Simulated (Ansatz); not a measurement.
AgBr (rock salt, Fm-3m) at seven volumes, plane-wave PAW LDA (Ansatz code), scaled uniformly. One row is withheld.

```json
[
 {"V (Å³/atom)": "19.804", "P (GPa)": "7.65"},
 {"V (Å³/atom)": "20.457", "P (GPa)": "4.61"},
 {"V (Å³/atom)": "21.110", "P (GPa)": "?"},
 {"V (Å³/atom)": "21.762", "P (GPa)": "0.00"},
 {"V (Å³/atom)": "22.415", "P (GPa)": "-1.73"},
 {"V (Å³/atom)": "23.068", "P (GPa)": "-3.16"},
 {"V (Å³/atom)": "23.721", "P (GPa)": "-4.34"}
]
```

Question: Fit the shown pressures and predict the withheld one.

Answer: P = (3/2)B₀(x^(7/2) − x^(5/2))[1 + (3/4)(B′ − 4)(x − 1)] with x = (V₀/V)^(2/3). Least squares on the six rows gives V₀ = 21.762 Å³/atom, B₀ = 63.2 GPa, B′ = 5.28. At V = 21.110, x = 1.0205 and P = 2.08 GPa. The run itself gave 2.09 GPa.

The cell was relaxed with LDA under the symmetry of its start; phonons on a q-mesh show no instability. The run is not spin-polarised.

Potentials: the later of the program's two PAW sets.
